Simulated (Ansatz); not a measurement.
KMgF3 (cubic perovskite, Pm-3m), r²SCAN in the plane-wave PAW code Ansatz. The conduction-band minimum lies at Γ, with 1 equivalent valley. Second derivatives d²E/dk² of the lowest band at one valley (eV·Å²), along Cartesian directions:

```tsv
direction	d²E/dk²
[100]	14.73
[010]	14.73
[001]	14.73
[110]	14.73
[101]	14.73
[011]	14.73
```

Problem. Find the principal effective masses, the density-of-states mass and the conductivity mass.

Solution. Off-diagonal terms follow from H_xy = H[110] − (H_xx + H_yy)/2, and m*/mₑ = 7.620 eV·Å² over each eigenvalue: 0.52, 0.52, 0.52. One valley's DOS mass (m₁m₂m₃)^(1/3) = 0.52, conductivity mass 3/(Σ 1/mᵢ) = 0.52 mₑ.

Problem. What effective density of states Nc follows at 300 K for parabolic valleys?

Solution. Nc = 2.509e19 × 1 × (0.52)^(3/2) ≈ 9.4e18 cm⁻³.

Problem. With the computed static dielectric constant 6.16 (mean of the diagonal), estimate a hydrogenic donor's binding energy and radius.

Solution. E = 13.606 eV × 0.52/6.16² ≈ 190 meV; a = 0.529 Å × ε/m* ≈ 6.3 Å. Semilocal masses tend to be too small when the gap is underestimated.

The r²SCAN relaxation kept the symmetry of its start.

Potentials: the earlier of the program's two PAW sets. The files were generated under PBE; for other functionals the program regenerates the frozen cores, and for LDA and PBEsol the local potential too.
